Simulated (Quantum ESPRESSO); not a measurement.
## Mo3SnGaAg2Hf (input and log of a self-consistent run)

Simulated, not a measurement. The program is pw.x of Quantum ESPRESSO 7.5 (plane-wave density functional theory). The cell is made up: eight metal atoms on a hexagonal close-packed lattice, with elements, volume, strain and displacements drawn at random and not relaxed, so it may be unstable or far from any real phase. PseudoDojo standard norm-conserving files set the functional (PBE unless stated); there is no spin polarisation or spin-orbit coupling, the Fermi-Dirac width of 0.25 eV means electrons at about 2900 K, and the masses in the input are unused placeholders. The tin pseudopotential is less sure than most, with forces differing by about three percent from a second method on plain tin. Heavy elements are run without spin-orbit coupling, which real alloys of them have. A spin test at this wide smearing found no moment, but such smearing suppresses magnetism that the real alloy may have.

Input:

```
&control calculation='scf', pseudo_dir='./dojo.nc.sr.pbe.v0_5.standard.upf', outdir='./o', disk_io='minimal', tprnfor=.true., tstress=.true. /
&system ibrav=0, nat=8, ntyp=5, nbnd=73, ecutwfc=82.02448710, nosym=.true., tot_charge=0,
 occupations='smearing', smearing='fd', degauss=0.0183746611
/
&electrons conv_thr=1.470e-08, electron_maxstep=70, mixing_beta=0.5 /
ATOMIC_SPECIES
Ag 1.0 Ag.upf
Ga 1.0 Ga.upf
Hf 1.0 Hf.upf
Mo 1.0 Mo.upf
Sn 1.0 Sn.upf
CELL_PARAMETERS angstrom
2.9779 0.0 0.0
1.489 -2.5789 -4.7122
1.489 7.7368 -4.7122
ATOMIC_POSITIONS angstrom
Mo 0.0364 -0.0543 0.0051
Sn 1.5224 2.593 -4.6976
Ga 1.4591 -0.9418 -2.442
Mo 2.9722 1.7582 -7.0892
Ag 3.0234 5.2018 -4.6913
Ag 2.9773 -0.1158 -4.6655
Hf 3.0052 1.7675 -2.3466
Mo 4.4391 4.2871 -7.1295
K_POINTS automatic
8 4 3 1 1 1
```

The log is shortened where brackets say so; the opening notice, blank lines, dates and the lines on written files are dropped, and the path of the files is cut. It prints rydbergs, bohrs and kilobars, and counts compression as positive stress. Its total energy is the free energy E - TS of the whole cell.

```
     Program PWSCF v.7.5
     Parallel version (MPI & OpenMP), running on       4 processor cores
     Number of MPI processes:                 4
     Threads/MPI process:                     1
     [start-up lines left out]
     bravais-lattice index     =            0
     lattice parameter (alat)  =       5.6274  a.u.
     unit-cell volume          =     976.8528 (a.u.)^3
     number of atoms/cell      =            8
     number of atomic types    =            5
     number of electrons       =       119.00
     number of Kohn-Sham states=           73
     kinetic-energy cutoff     =      82.0245  Ry
     charge density cutoff     =     328.0979  Ry
     scf convergence threshold =      1.5E-08
     mixing beta               =       0.5000
     number of iterations used =            8  plain     mixing
     Exchange-correlation= PBE
                           (   1   4   3   4   0   0   0)
     [axes and pseudopotential details left out]
   Cartesian axes
     site n.     atom                  positions (alat units)
         1        Mo     tau(   1) = (   0.0122234  -0.0182343   0.0017126  )
         2        Sn     tau(   2) = (   0.5112327   0.8707478  -1.5774875  )
         3        Ga     tau(   3) = (   0.4899762  -0.3162631  -0.8200410  )
         4        Mo     tau(   4) = (   0.9980859   0.5904161  -2.3806038  )
         5        Ag     tau(   5) = (   1.0152792   1.7468014  -1.5753719  )
         6        Ag     tau(   6) = (   0.9997985  -0.0388865  -1.5667081  )
         7        Hf     tau(   7) = (   1.0091675   0.5935391  -0.7880050  )
         8        Mo     tau(   8) = (   1.4906814   1.4396387  -2.3941368  )
     number of k points=    48  Fermi-Dirac smearing, width (Ry)=  0.0184
                       cart. coord. in units 2pi/alat
        k(    1) = (   0.0625000   0.0120282  -0.0658280), wk =   0.0416667
        k(    2) = (   0.0625000  -0.1804228   0.0394969), wk =   0.0416667
     [further k points left out]
     Dense  grid:    97983 G-vectors     FFT dimensions: (  36,  64, 100)
     Estimated max dynamical RAM per process >     348.71 MB
     Estimated total dynamical RAM >       1.29 GB
     Initial potential from superposition of free atoms
     starting charge     118.9887, renormalised to     119.0000
     Starting wfcs are   78 randomized atomic wfcs
     total cpu time spent up to now is       10.7 secs
     per-process dynamical memory:   266.9 Mb
     Self-consistent Calculation
     iteration #  1     ecut=    82.02 Ry     beta= 0.50
     Davidson diagonalization with overlap
     ethr =  1.00E-02,  avg # of iterations =  3.2
     total cpu time spent up to now is       30.7 secs
     total energy              =   -1464.27661089 Ry
     estimated scf accuracy    <       1.56505551 Ry
     iteration #  2     ecut=    82.02 Ry     beta= 0.50
     Davidson diagonalization with overlap
     ethr =  1.32E-03,  avg # of iterations =  6.1
     total cpu time spent up to now is       50.1 secs
     total energy              =   -1463.45374512 Ry
     estimated scf accuracy    <      15.87233133 Ry
     iteration #  3     ecut=    82.02 Ry     beta= 0.50
     Davidson diagonalization with overlap
     ethr =  1.32E-03,  avg # of iterations =  6.0
     total cpu time spent up to now is       71.7 secs
     total energy              =   -1464.27729523 Ry
     estimated scf accuracy    <      11.90998546 Ry
     iteration #  4     ecut=    82.02 Ry     beta= 0.50
     Davidson diagonalization with overlap
     ethr =  1.32E-03,  avg # of iterations =  2.2
     total cpu time spent up to now is       95.3 secs
     total energy              =   -1464.72750557 Ry
     estimated scf accuracy    <       4.00479601 Ry
     iteration #  5     ecut=    82.02 Ry     beta= 0.50
     Davidson diagonalization with overlap
     ethr =  1.32E-03,  avg # of iterations =  2.0
     total cpu time spent up to now is      118.6 secs
     total energy              =   -1464.93048467 Ry
     estimated scf accuracy    <       0.97964304 Ry
     [iterations 6 to 13 left out]
     iteration # 14     ecut=    82.02 Ry     beta= 0.50
     Davidson diagonalization with overlap
     ethr =  8.01E-10,  avg # of iterations =  2.0
     total cpu time spent up to now is      311.6 secs
     total energy              =   -1464.99649762 Ry
     estimated scf accuracy    <       0.00000124 Ry
     iteration # 15     ecut=    82.02 Ry     beta= 0.50
     Davidson diagonalization with overlap
     ethr =  8.01E-10,  avg # of iterations =  1.0
     total cpu time spent up to now is      330.7 secs
     total energy              =   -1464.99649763 Ry
     estimated scf accuracy    <       0.00000093 Ry
     iteration # 16     ecut=    82.02 Ry     beta= 0.50
     Davidson diagonalization with overlap
     ethr =  7.81E-10,  avg # of iterations =  1.0
     total cpu time spent up to now is      351.0 secs
     total energy              =   -1464.99649767 Ry
     estimated scf accuracy    <       0.00000053 Ry
     iteration # 17     ecut=    82.02 Ry     beta= 0.50
     Davidson diagonalization with overlap
     ethr =  4.48E-10,  avg # of iterations =  1.0
     total cpu time spent up to now is      370.4 secs
     total energy              =   -1464.99649770 Ry
     estimated scf accuracy    <       0.00000003 Ry
     iteration # 18     ecut=    82.02 Ry     beta= 0.50
     Davidson diagonalization with overlap
     ethr =  2.65E-11,  avg # of iterations =  2.0
     total cpu time spent up to now is      392.7 secs
     End of self-consistent calculation
     [lines on levels left out]
!    total energy              =   -1464.99649770 Ry
     estimated scf accuracy    <          1.6E-09 Ry
     smearing contrib. (-TS)   =      -0.11085587 Ry
     internal energy E=F+TS    =   -1464.88564184 Ry
     The total energy is F=E-TS. E is the sum of the following terms:
     one-electron contribution =    -461.29556660 Ry
     hartree contribution      =     303.99037993 Ry
     xc contribution           =    -268.87149997 Ry
     ewald contribution        =   -1038.70895519 Ry
     convergence has been achieved in  18 iterations
     Forces acting on atoms (cartesian axes, Ry/au):
     atom    1 type  4   force =     0.00209264   -0.01728737    0.01172182
     atom    2 type  5   force =    -0.00152315    0.00502381   -0.05710110
     atom    3 type  2   force =     0.00275431   -0.00919660    0.02680774
     atom    4 type  4   force =     0.00488807    0.02524592    0.00729161
     atom    5 type  1   force =    -0.00439421    0.00747181   -0.01760409
     atom    6 type  1   force =     0.00229084    0.00152706    0.00040944
     atom    7 type  3   force =    -0.00265694   -0.01974855    0.05372907
     atom    8 type  4   force =    -0.00345156    0.00696393   -0.02525449
     Total force =     0.098127     Total SCF correction =     0.000299
     Computing stress (Cartesian axis) and pressure
          total   stress  (Ry/bohr**3)                   (kbar)     P=      -20.63
  -0.00010424  -0.00000638  -0.00001134          -15.33       -0.94       -1.67
  -0.00000638  -0.00032616  -0.00001624           -0.94      -47.98       -2.39
  -0.00001134  -0.00001624   0.00000960           -1.67       -2.39        1.41
     init_run     :      7.52s CPU      7.83s WALL (       1 calls)
     electrons    :    372.89s CPU    382.04s WALL (       1 calls)
     forces       :      3.17s CPU      3.20s WALL (       1 calls)
     stress       :     12.21s CPU     12.22s WALL (       1 calls)
     [timing details left out]
     PWSCF        :   6m38.64s CPU   6m48.24s WALL
     JOB DONE.
```

In other units: free energy -19932.293 eV for the cell, pressure -2.06 GPa, largest force component 1.468 eV/Å in size. The run took 410 s of wall time with four MPI processes on a shared machine (Intel Xeon, 2023 or later, virtual cores), so the time is rough. A rerun of this cell at a higher cutoff and on a denser mesh moved values by no more than 0.002 eV in energy, 0.08 GPa in stress and 0.007 eV/Å in force, and a second program with other atomic files agreed on that cell to 2 % rms in force and 0.5 GPa in pressure.